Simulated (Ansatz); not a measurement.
# 6 guesses for Na3Zn2N and where they end

These are results of DFT PBE, scalar-relativistic, plane waves, PAW (Ansatz 0.2.0), not measurements. All cells share a 420 eV cutoff and Γ-centred k meshes spaced at most about 0.3 Å⁻¹ (about 0.25 or finer for metals, 2π included). Collinear spin in cells that started with moments and kept them past the coarse steps, no spin elsewhere.

Each guess was relaxed in cell and atoms at zero pressure, within the symmetry of its start. All energies are static (0 K, no zero-point motion). Coordination counts Na or Zn atoms around N (for each partner element, those within 1.25 times its shortest distance or 1.15 times the sum of covalent radii, where it is the nearest in units of that sum or under 1.3; the shortest distance is added where it is long for a bond).

```csv
guess,made from,start group,V start (Å³/atom),end group,V end (Å³/atom),coordination at the end,gap on mesh (eV),largest moment (μB),E over the lowest end (meV/atom)
1,random cell,P6/mmm,18.3,P6/mmm,19.8,N 2,0,-,690
2,random cell,P6/mmm,17.9,?,?,?,?,?,?
3,random cell,P4/mmm,19.8,P4/mmm,28.1,N 2,0,1.3,537
4,LaGe2Ir3 type,P6/mmm,16.2,P6/mmm,26.2,N 12 from 3.9 Å,0,1.9,749
5,random cell,P4/mmm,20.4,P4/mmm,32.0,N 4,0,1.8,778
6,random cell,R-3m,30.2,R-3m,21.9,N 6,0,-,0
```

Guess 2 as it starts:

```cif
data_structure
_symmetry_space_group_name_H-M 'P 1'
_symmetry_Int_Tables_number 1
_cell_length_a 4.1698
_cell_length_b 4.1698
_cell_length_c 7.1522
_cell_angle_alpha 90.000
_cell_angle_beta 90.000
_cell_angle_gamma 120.000
_cell_volume 107.70
loop_
_atom_site_label
_atom_site_type_symbol
_atom_site_fract_x
_atom_site_fract_y
_atom_site_fract_z
_atom_site_occupancy
Na1 Na 0.00000 0.00000 0.50000 1
Na2 Na 0.33333 0.66667 0.00000 1
Na3 Na 0.66667 0.33333 0.00000 1
Zn1 Zn 0.00000 0.00000 0.78871 1
Zn2 Zn 0.00000 0.00000 0.21129 1
N1 N 0.00000 0.00000 0.00000 1
```

Q: Predict the end of this guess and its energy over the lowest end.

A: It ends in space group P6/mmm (No. 191), with a = 4.570 Å, c = 9.597 Å, 28.9 Å³/atom and no gap, without spin. It lies 1 meV/atom over the lowest end, within the noise of guess 6 and below guess 3. Counting Na or Zn atoms around N, this end has N 8 and the lowest (guess 6) has N 6.

```
Na Zn N
1.0
     4.57034    0.00000    0.00000
    -2.28517    3.95803    0.00000
     0.00000    0.00000    9.59682
Na Zn N
3 2 1
Direct
  0.00000 0.00000 0.50000
  0.33333 0.66667 0.00000
  0.66667 0.33333 0.00000
  0.00000 0.00000 0.79816
  0.00000 0.00000 0.20184
  0.00000 0.00000 0.00000
```

The zero of energy is the elements' standard structures at the same level (N₂ as a molecule); no fitted shifts are applied.

Q: Is the lowest end bound against the elements?

A: No: its formation energy is +0.23 eV/atom. The separate elements lie lower, so it is unstable against them.

The k mesh leaves some 4 meV/atom of noise in the energy of each metallic cell. A magnetic state wasn't ruled out in cells without spin, among them P6/mmm at 19.8 Å³/atom. Another magnetic order may lie lower. Cells relaxed within their symmetry can be saddle points. A lower structure may well exist outside this small set. Some candidate types were left out of the draw beforehand, so a known form may be missing.
